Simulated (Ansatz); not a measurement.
The start is a relaxed Be cell, doubled along one cell vector, shaken by Gaussian noise of σ = 0.08 Å a coordinate. The structure is fully relaxed (lattice and positions, P = 0) with r2SCAN (plane waves to 500 eV, PAW, scalar-relativistic; Ansatz, a first-principles code). The first steps use a coarse 9×17×17 k-mesh.

Initial structure:
```
Be
1.0
    0.00000     3.15801     3.15801
    1.57901     0.00000     1.57901
    1.57901     1.57901     0.00000
Be
2
Direct
  0.24857   0.52964   0.47604
  0.75083   0.49650   0.57700
```

**Question.** How much energy is released per atom?

**Answer.** 0.03 eV/atom.

**Question.** Is the parent structure recovered?

**Answer.** The parent structure is recovered, Fm-3m (No. 225).

**Question.** How do the shortest distances between atoms change?

**Answer.** The closest pairs of elements (up to four, under 3.6 Å), start → end: Be–Be 2.13 → 2.23 Å.

**Question.** Is the relaxed structure metallic? Give its gap.

**Answer.** No gap (metallic).

Final structure:

```cif
data_Be4
_chemical_formula_sum 'Be4'
_space_group_name_H-M_alt 'Fm-3m'
_space_group_IT_number 225
_space_group_name_Hall '-F 4 2 3'
_cell_length_a 3.15802
_cell_length_b 3.15802
_cell_length_c 3.15802
_cell_angle_alpha 90.000
_cell_angle_beta 90.000
_cell_angle_gamma 90.000
loop_
_atom_site_label
_atom_site_type_symbol
_atom_site_symmetry_multiplicity
_atom_site_Wyckoff_symbol
_atom_site_fract_x
_atom_site_fract_y
_atom_site_fract_z
_atom_site_occupancy
Be1 Be 4 a 0.00000 0.00000 0.00000 1
```
(The calculation used a cell of 1 atom; values per cell refer to that cell.)

Final values are on a 25×25×25 k-mesh of the relaxed cell. No spin polarisation in the result.

The run could not lose the symmetry of its start, so the end can be a saddle point.

The relaxed structure here is a generated cell of Be: the first start was made by placing the elements on the sites of a structure type, and the end was not matched to a known phase here, so it may be hypothetical. Known forms of Be include space group No. 194.
